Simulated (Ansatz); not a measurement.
The cell below belongs to a search over invented structures; it isn't taken from experiment.

Input and command of a plane-wave DFT calculation in Ansatz:

```yaml
crystal:
  lattice:
    - [4.1057385469, 0.0, 0.0]
    - [0.0, 4.1057385469, 0.0]
    - [0.0, 0.0, 6.430937357]
  atoms:
    - { symbol: Ca, position: [0.5, 0.5, 0.5] }
    - { symbol: Ru, position: [0.5, 0.0, 0.0], spin: 1.0 }
    - { symbol: Ru, position: [0.0, 0.5, 0.0], spin: -1.0 }
    - { symbol: O, position: [0.5, 0.5, 0.0] }
    - { symbol: O, position: [0.0, 0.5, 0.7221911555] }
    - { symbol: O, position: [0.5, 0.0, 0.2778088445] }
    - { symbol: O, position: [0.0, 0.5, 0.2778088445] }
    - { symbol: O, position: [0.5, 0.0, 0.7221911555] }
basis:
  ecutwfc: 420
kpoints:
  mp_grid: { grid: [8, 8, 6] }
hamiltonian:
  xc: pbe
scf:
  occupations: { method: gaussian, width: 0.1 }
output:
  forces: true
  stress: true
  eigenvalues: true
  populations: true
magnetization:
  spin_polarized: true
relax:
  adjacent_minimum: "off"
  f_tol: 0.01
  max_steps: 40
  cell: { stress_tol: 0.05 }
```

```bash
ansatz run input.yaml --threads 1 --pin off --max-ram 2560MiB --backend cpu --events-out ev --progress --plain --runs-dir out
```

Processor: Intel(R) Xeon(R) Platinum 8488C (Sapphire Rapids), 1 thread, on a host shared with other jobs.

Question: Estimate time, memory and problem size.

Answer: About 3.4 min, peak memory 0.96 GiB. It solves 45 bands at 100 k points (after reduction by symmetry) with about 2133 plane waves (on the last cell), in 42 SCF iterations over 2 ionic steps.
